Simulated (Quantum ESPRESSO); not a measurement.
## Ge2GaO5F (convergence and cost over cutoff and k mesh)

A calculation, not a measurement. The program is pw.x of Quantum ESPRESSO 7.5 (plane-wave density functional theory). The cell is made up: 9 atoms on a corundum lattice with one site empty, with randomly drawn elements, strain and displacements, not relaxed. PseudoDojo standard norm-conserving files (v0.5 for PBE, v0.4.1 for LDA and PBEsol) set the functional; there is no spin polarisation, spin-orbit coupling or dispersion term, and the masses in the input are unused placeholders.

Input of the run in row 4:

```
&control calculation='scf', pseudo_dir='./dojo.nc.sr.pbe.v0_5.standard.upf', outdir='./o', disk_io='medium', tprnfor=.true., tstress=.true. /
&system ibrav=0, nat=9, ntyp=4, nbnd=45, ecutwfc=84.00895049, nosym=.true., tot_charge=0,
 occupations='smearing', smearing='fd', degauss=0.0018374661
/
&electrons conv_thr=7.350e-09, electron_maxstep=60, /
ATOMIC_SPECIES
F 1.0 F.upf
Ga 1.0 Ga.upf
Ge 1.0 Ge.upf
O 1.0 O.upf
CELL_PARAMETERS angstrom
2.4797 1.4316 4.4665
-2.4797 1.4316 4.4665
0.0 -2.8633 4.4665
ATOMIC_POSITIONS angstrom
Ge 0.0799 -0.0258 1.9967
Ge -0.01 -0.0051 8.6713
Ga 0.0291 0.0145 11.4581
O -0.9461 1.435 7.7713
O -0.7738 -1.528 7.7932
O 1.7317 0.0997 7.7988
O 0.9662 -1.4422 5.6302
F 0.749 1.5447 5.6449
O -1.7756 -0.0756 5.5606
K_POINTS automatic
5 5 5 1 1 1
```

The same cell was run at these settings. Meshes are shifted by half a step, and differences are from the last row, which is itself not exact.

| cutoff (eV) | k mesh | k points solved | threshold (eV) | free energy less the last row's (eV) | pressure (GPa) | largest stress difference (GPa) | largest force difference (eV/Å) | iterations | wall time (s) | k-point pools | processor |
| --- | --- | --- | --- | --- | --- | --- | --- | --- | --- | --- | --- |
| 800 | 2 x 2 x 2 | 4 | 1e-04 | 3.267 | -53.86 | 51.47 | 0.076 | 9 | 15 | 1 | AMD EPYC, Zen 5 class |
| 1143 | 2 x 2 x 2 | 4 | 1e-07 | 0.035 | -2.89 | 0.27 | 0.039 | 13 | 31 | 1 | AMD EPYC, Zen 5 class |
| 613 | 5 x 5 x 5 | 63 | 1e-07 | 53.121 | -461.21 | 459.37 | 0.433 | 12 | 132 | 1 | AMD EPYC, Zen 5 class |
| 1143 | 5 x 5 x 5 | 63 | 1e-07 | 0.003 | -2.91 | 0.03 | 0.000 | 13 | 288 | 1 | AMD EPYC, Zen 5 class |
| 1437 | 7 x 7 x 7 | 172 | 1e-07 | 0.000 | -2.88 | 0.00 | 0.000 | 13 | 1299 | 1 | AMD EPYC, Zen 5 class |

Each pool is one process. Wall times include start-up and a band step at six k points, which weighs most on the coarsest meshes. The runs were on shared virtual cores whose load varied, so times are rough.